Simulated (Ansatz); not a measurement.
**Ansatz run, Sr2TlVO3**

Input file of Ansatz 0.2.0:

```yaml
crystal:
  lattice:
    - [3.90428043, 0.0, 0.0]
    - [0.0, 3.90428043, 0.0]
    - [0.0, 0.0, 14.29520961]
  atoms:
    - { symbol: O, position: [0.25, 0.75, 0.2285] }
    - { symbol: O, position: [0.75, 0.25, 0.2285] }
    - { symbol: O, position: [0.75, 0.25, 0.7715] }
    - { symbol: O, position: [0.25, 0.75, 0.7715] }
    - { symbol: Tl, position: [0.25, 0.25, 0.42383] }
    - { symbol: Tl, position: [0.75, 0.75, 0.57617] }
    - { symbol: V, position: [0.25, 0.25, 0.20508] }
    - { symbol: V, position: [0.75, 0.75, 0.79492] }
    - { symbol: Sr, position: [0.75, 0.75, 0.09766] }
    - { symbol: Sr, position: [0.25, 0.25, 0.90234] }
    - { symbol: O, position: [0.25, 0.25, 0.0752] }
    - { symbol: O, position: [0.75, 0.75, 0.9248] }
    - { symbol: Sr, position: [0.75, 0.75, 0.34375] }
    - { symbol: Sr, position: [0.25, 0.25, 0.65625] }
  symmetry: { tolerance: 0.0003 }
kpoints:
  mp_grid: { grid: [9, 9, 3], shift: [0, 0, 0] }
  band_path:
    path:
      - [0.0, 0.0, 0.0]
      - [0.0, 0.5, 0.0]
      - [0.5, 0.5, 0.0]
      - [0.0, 0.0, 0.0]
      - [0.0, 0.0, 0.5]
      - [0.0, 0.5, 0.5]
      - [0.5, 0.5, 0.5]
      - [0.0, 0.0, 0.5]
      - [0.0, 0.5, 0.0]
      - [0.0, 0.5, 0.5]
      - [0.5, 0.5, 0.0]
    npoints: 7
magnetization:
  spin_polarized: false
scf:
  occupations: { method: cold, width: 0.1579 }
  lower_state_search: "off"
  max_iter: 200
hamiltonian:
  pseudopotentials: { kind: paw }
  xc: mr2scan
basis:
  ecutwfc: 500
  fft_grid_basis: typed
output:
  forces: true
  stress: true
  eigenvalues: true
  populations: true
  elf: true
  write_potential: true
  volumetric_format: npy
  dos:
    e_range: [-12, 8]
    de: 0.05
    projected: { site_lists: { O: [O], Sr: [Sr], Tl: [Tl], V: [V] } }
  write_density: true
checkpoint:
  read: saved_state
```

Run as

```sh
ansatz run input.yaml --threads 2 --pin off --max-ram 2560MiB --backend cpu --events-out ev --progress --plain --runs-dir out
```

The saved state is an earlier solution for the same cell, perhaps on another mesh. 

Excerpt of what it printed:

```
Pseudopotentials: kind: paw
Pseudopotential: O, paw, valence charge 6, recommended cutoff 500 eV (meta_gga), O.paw.azcp
Pseudopotential: Tl, paw, valence charge 13, recommended cutoff 500 eV (meta_gga), Tl.paw.azcp
Pseudopotential: V, paw, valence charge 13, recommended cutoff 500 eV (meta_gga), V.paw.azcp
Pseudopotential: Sr, paw, valence charge 10, recommended cutoff 500 eV (meta_gga), Sr.paw.azcp
Functional definition: m-r2SCAN
  exchange = m_r2scan_x
  correlation = m_r2scan_c
Crystal: 14 atoms, lattice volume = 217.908 Å³
Basis set: ecut = 500 eV, 5509 PW (Γ), exchange–correlation on 120×120×432 points (64 copies of the dense FFT grid, shifted against one another)
Bands: 78, of which v1, the nominal top of the filled ones, is band 64 counted from 1 (63 counted from 0)
Symmetry: 16 space group operations
Space group: P4/nmm (ITA 129), of the structure as read, at distance tolerance 1.8e-3 Å
k-points: 30 of 243
Initial density: read from a saved state, or passed on in memory by an earlier SCF of this step, an earlier step, the calling program or the single point that the run made first
Functional: x = mr2scan, c = mr2scan; τ floored in thin density (d = 2e-4 eV/Å³)
SCF iter   1: F=—  Δρ=6.26e-3  dr2=3.77e-1  dr2_τ=1.61e-2
SCF iter   2: F=—  S|Δr|=    0.00e0  Δρ=5.45e-3  dr2=6.92e-2  dr2_τ=4.83e-3
SCF iter   3: F=—  S|Δr|=    0.00e0  Δρ=2.00e-3  dr2=7.65e-2  dr2_τ=4.86e-4
SCF iter   4: F=—  S|Δr|=    0.00e0  Δρ=1.04e-3  dr2=3.58e-2  dr2_τ=6.88e-5
SCF iter   5: F=—  S|Δr|=    0.00e0  Δρ=4.74e-4  dr2=8.25e-3  dr2_τ=3.38e-5
SCF iter   6: F=—  S|Δr|=    0.00e0  Δρ=2.95e-4  dr2=1.33e-3  dr2_τ=1.05e-5
SCF iter   7: F=—  S|Δr|=    0.00e0  Δρ=1.28e-4  dr2=9.11e-5  dr2_τ=3.08e-6
SCF iter   8: F=—  S|Δr|=    0.00e0  Δρ=6.71e-5  dr2=3.15e-5  dr2_τ=1.42e-6
SCF iter   9: F=—  S|Δr|=    0.00e0  Δρ=4.06e-5  dr2=8.77e-6  dr2_τ=3.36e-7
SCF iter  10: F=—  S|Δr|=    0.00e0  Δρ=1.40e-5  dr2=1.64e-6  dr2_τ=4.02e-8
SCF iter  11: F=—  S|Δr|=    0.00e0  Δρ=8.80e-6  dr2=3.86e-7  dr2_τ=7.53e-9
SCF iter  12: F=—  S|Δr|=    0.00e0  Δρ=2.31e-5  dr2=2.76e-6  dr2_τ=5.40e-8  recentre
SCF iter  13: F=-46396.5202 eV  S|Δr|=    0.00e0  Δρ=1.81e-6  dr2=4.96e-9  dr2_τ=3.76e-10
Free energy (F): -46396.5202 eV
Harris-Foulkes:  -46396.5202 eV  (|F-HF|=2.50e-9)
Internal energy: -46396.4618 eV  (E = F + TS)
E sigma→0 (E₀):  -46396.5007 eV
Entropy (-TS):   -0.0584 eV (-4.172 meV/atom)
Fermi energy:    12.9887 eV
--- Per-component energies (eV) ---
  E_band       = -599.9833
  E_kinetic    = 3403.4227
  E_local      = -9132.3030  (includes V_loc(G=0)·N_el)
  E_nonlocal   = 1631.0751
  E_hartree    = 3382.7395
  E_xc         = -1798.1406
  E_vxc        = -2044.7111  (∫ρ·V_xc dr)
  E_paw        = -34445.0073  (= ΣΔE_a)
  E_vpaw       = -1350.3496  (= ΣTr[D̂ρ^β])
  E_aug_tail   = 0.0065  (compensation charges beyond the density's cutoff)
  E_vtau       = 127.3973  (kinetic-family band-sum trace: ∫τ·v_τ [+ j·A + Jᵃ·Aᵃ] dr)
  E_ewald      = -9439.0269
  E_core_change = 0.7722  (= ΣΔE_core)
  E_smearing   = -0.0584  (= −TS)
--- Forces (eV/Å), atoms counted from 1 ---
  atom   1  O      0.0000     0.0000    -1.2346
  atom   2  O      0.0000     0.0000    -1.2346
  atom   3  O      0.0000     0.0000     1.2346
  atom   4  O      0.0000     0.0000     1.2346
  atom   5  Tl     0.0000     0.0000     2.5988
  atom   6  Tl     0.0000     0.0000    -2.5988
  atom   7  V      0.0000     0.0000     2.2007
  atom   8  V      0.0000     0.0000    -2.2007
  atom   9  Sr     0.0000     0.0000    -0.1585
  atom  10  Sr     0.0000     0.0000     0.1585
  atom  11  O      0.0000     0.0000    -0.2453
  atom  12  O      0.0000     0.0000     0.2453
  atom  13  Sr     0.0000     0.0000    -2.2174
  atom  14  Sr     0.0000     0.0000     2.2174
--- Stress (GPa, compression-positive) ---
        6.4892       0.0000       0.0000
        0.0000       6.4892       0.0000
        0.0000       0.0000       6.0750
  P = ⅓ Tr σ = 6.3512 GPa (63.512 kbar)
```

Origin: a known structure type with other elements, at an estimated volume, so it need not be a known compound. Caveats: no spin polarisation, so a magnetic state may lie lower; atoms or cell far from equilibrium; wide smearing; m-r2SCAN is r2SCAN with a changed spin dependence that lowers moments.

Question: What did the run cost?

Answer: Run time, from a saved density: 2.7 min on 2 threads of Arm Neoverse N1, on a shared host, peak memory 1.5 GiB.
